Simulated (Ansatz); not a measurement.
Cr$_{2}$O$_{3}$ (corundum, R-3c), PBE in the plane-wave PAW code Ansatz, all energies at zero smearing, with the estimated change up to a 700 eV cutoff added, with one set of potentials and settings (totals compare only within such a set). Cell of 10 atoms (4 Cr, 6 O): -16920.615 eV.

| element | reference phase | E (eV/atom) |
|---|---|---|
| Cr | Im-3m, 2 atoms in the cell, spin-polarised | -3377.7530 |
| O | C2/m, 4 atoms in the cell, spin-polarised | -565.0000 |

Formation energy per atom, worked out: (-16920.615 − 4×(-3377.7530) − 6×(-565.0000))/10 = -1.960 eV/atom (-189 kJ per mol of atoms), at 0 K, without zero-point energy or fitted corrections.

The cell was relaxed with PBE under the symmetry of its start, as lowered by the spin order. Magnetic state: antiferromagnetic, chosen from 5 collinear starts compared on coarse meshes (ties went to the first, and starts can fall back to one state), not a proven ground state. Textbook magnetic order: antiferromagnetic. No Hubbard U is applied. The references are the lowest solids computed at this level, not always the standard phases (solids in place of the gases).

Potentials: the later of the program's two PAW sets.
